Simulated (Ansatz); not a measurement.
# Phonon spectrum of TiSb2N3

All numbers below come from DFT PBE, scalar-relativistic, plane waves, PAW (Ansatz). Plane waves to 420 eV; Γ-centred k mesh 6×6×6; Gaussian smearing of 0.10 eV. No spin polarisation. Phonons by linear response, acoustic sum rule imposed.

Relaxed structure:
```
Ti Sb N
1.0
     2.91980    1.68575    2.91670
    -2.91980    1.68575    2.91670
     0.00000   -3.37150    2.91670
Ti Sb N
1 2 3
Cartesian
  0.0000 0.0000 0.0000
  0.0000 0.0000 5.9914
  0.0000 0.0000 2.7587
  0.0000 -1.6857 1.4583
  1.4599 0.8429 1.4583
  -1.4599 0.8429 1.4583
```

It was reached by relaxing an invented guess, and it needn't be the stable form of this composition. In a metal, frequencies and elastic constants depend on the k mesh and the smearing, soft modes and shear constants most. Spin–orbit coupling is left out, which matters for heavy elements. The q mesh is coarse, so values between its points are rough.

Force constants from linear response on a 2×2×2 q mesh.

(1) Is the structure dynamically stable on this mesh?

(2) Give the frequencies (cm⁻¹; i marks imaginary ones) at the irreducible q points, in fractions of the reciprocal vectors.

Results:

(1) No: at q = (0.000, -0.500, -0.500) a mode is imaginary, 162i cm⁻¹.

(2)
```tsv
q	star	frequencies
0.000 0.000 0.000	1	101i 101i 0 0 0 108 112 112 143 143 172 195 284 299 299 526 526 664
0.000 0.000 -0.500	3	154i 80i 59i 73 91 104 109 133 153 173 250 252 262 284 336 530 568 626
0.000 -0.500 -0.500	3	162i 86i 42i 35 88 106 150 181 183 186 262 280 290 295 347 517 576 626
-0.500 -0.500 -0.500	1	68i 68i 65 87 87 118 124 206 206 208 208 314 321 321 394 511 511 665
```
